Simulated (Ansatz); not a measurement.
# Elastic constants of NbRu (P4/mmm), step by step

```xyz
2
Lattice="3.0520 0.0000 0.0000 0.0000 3.0520 0.0000 0.0000 0.0000 3.3894" Properties=species:S:1:pos:R:3 pbc="T T T"
Nb    0.0000    0.0000    0.0000
Ru    1.5260    1.5260    1.6947
```

The conventional cell has a = 3.052 Å, b = 3.052 Å, c = 3.389 Å, α = 90.00°, β = 90.00°, γ = 90.00°. Nb (atom 1) is surrounded by 8 Ru at 2.74 Å and 4 Nb at 3.05 Å. Around Ru (atom 2) lie 8 Nb at 2.74 Å and 4 Ru at 3.05 Å.

Unless marked otherwise, the numbers come from r²SCAN, PAW on Ansatz 0.2.0's default frozen-core files (fitted under PBE), scalar-relativistic. k mesh 14×14×14, Fermi-Dirac smearing of 0.100 eV, cutoff 500 eV. The cell was relaxed by PAW under this functional. The structure is one entry of a database and needn't be the stable phase.

The cell is tetragonal and carries a residual pressure of 0.02 GPa at this level. Each strain component that symmetry leaves independent is applied at ±0.005, the ions relax wherever a strain frees them, and the stress (tension positive, GPa) is read. Shears are engineering strains, γ = 2ε.

```
strain    size      σxx      σyy      σzz      σyz     σxz      σxy
    xx  -0.005  -1.7778  -1.0204  -1.0276   0.0000  0.0000   0.0000
    xx  +0.005   1.6927   0.9609   0.9774   0.0000  0.0000   0.0000
    zz  -0.005  -1.0365  -1.0365  -1.7302   0.0000  0.0000   0.0000
    zz  +0.005   0.9682   0.9682   1.6756   0.0000  0.0000   0.0000
    yz  -0.005  -0.0176  -0.0235  -0.0211  -0.2581  0.0000   0.0000
    yz  +0.005  -0.0176  -0.0235  -0.0211   0.2581  0.0000   0.0000
    xy  -0.005  -0.0192  -0.0192  -0.0217   0.0000  0.0000  -0.2766
    xy  +0.005  -0.0192  -0.0192  -0.0217   0.0000  0.0000   0.2766
```

A central difference gives one constant, for example C11 ≈ (1.6927 − (-1.7778))/(0.01) = 347.0 GPa; the program then imposes the crystal's symmetry on the whole matrix.

**Question.** What are the independent elastic constants?

**Answer.** C11 = 347.0, C12 = 198.1, C13 = 200.5, C33 = 340.6, C44 = 51.6, C66 = 55.3 GPa.

**Question.** Is the crystal stable against homogeneous strain?

**Answer.** The least eigenvalue of the 6×6 matrix is 51.6 GPa, so yes.

**Question.** What moduli does a random aggregate of grains have?

**Answer.** Voigt and Reuss bounds: B from 248.1 to 248.1 and G from 59.3 to 60.8 GPa; their means are B = 248.1 and G = 60.0 GPa. Then E = 9BG/(3B + G) = 166.6 GPa, ν = (3B − 2G)/(6B + 2G) = 0.388 and B/G = 4.13, on the ductile side of Pugh's 1.75 (a rule of thumb).

**Question.** With the density of 10.203 g/cm³, how fast does sound travel, and what Debye temperature follows?

**Answer.** 

```json
{"direction": "x", "slow (m/s)": "2249", "middle (m/s)": "2329", "fast (m/s)": "5832"}
{"direction": "y", "slow (m/s)": "2249", "middle (m/s)": "2329", "fast (m/s)": "5832"}
{"direction": "z", "slow (m/s)": "2249", "middle (m/s)": "2249", "fast (m/s)": "5778"}
```

The mean of v⁻³ over directions and branches gives v_m = 2736 m/s and θ_D = (ħ/k_B) v_m (6π²n)^(1/3) = 325 K, n being atoms per volume. Young's modulus spans 148 to 201 GPa over directions, and the universal anisotropy index is 0.13.

Keep in mind: frozen-core PAW files fitted under PBE, their cores solved anew for the functional of the run; responses of metals move with mesh and smearing.
